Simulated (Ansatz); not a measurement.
All numbers below come from DFT PBE, scalar-relativistic, plane waves, PAW in Ansatz. Settings: cutoff 420 eV, Γ-centred meshes spaced at most about 0.3 Å⁻¹ (2π included), Gaussian smearing. No spin polarisation in the final relaxations.

Temperature and zero-point effects are left out. All come from trial cells, and lower structures may exist.

Question: Which of these relaxed structures of ZrTl2F6 is the lowest in energy?
1.

Space group Fm-3m (No. 225). a = 9.056 Å, b = 9.056 Å, c = 9.056 Å, α = 90.00°, β = 90.00°, γ = 90.00°
```json
{"atom": "Zr", "site": "4a", "symmetry": "m-3m", "x": "0.0000", "y": "0.0000", "z": "0.0000"}
{"atom": "Tl", "site": "8c", "symmetry": "-43m", "x": "0.2500", "y": "0.7500", "z": "0.7500"}
{"atom": "F", "site": "24e", "symmetry": "4m.m", "x": "0.2235", "y": "0.0000", "z": "0.0000"}
```

2.

Space group P-1 (No. 2). a = 6.652 Å, b = 6.795 Å, c = 6.925 Å, α = 98.71°, β = 113.81°, γ = 113.26°
```csv
atom,site,symmetry,x,y,z
Zr,1a,-1,0.0000,0.0000,0.0000
Tl,2i,1,0.5052,0.7889,0.2173
F,2i,1,0.8421,0.1385,0.1327
F,2i,1,0.2527,0.0346,0.3108
F,2i,1,0.2536,0.3134,0.0337
```

Answer: 2. It has space group P-1 (No. 2); the next, 1, with space group Fm-3m (No. 225), lies 45 meV/atom higher. Counting F atoms around Tl and Zr (those within 1.25 times the shortest such distance or 1.15 times the sum of covalent radii, 1.27 where that leaves under three; the shortest distance is added where it exceeds 1.18 times the sum of covalent radii), the lowest has Zr 6, Tl 6 from 2.8 Å and the next has Zr 6, Tl 12 from 3.2 Å.

Spin–orbit coupling, which can matter for Tl, is left out. Cells relaxed within their symmetry can be saddle points. The P-1 cell of ZrTl2F6 came from shaking the Fm-3m one. Some types were kept out of the candidates beforehand, so the set may lack a known form.
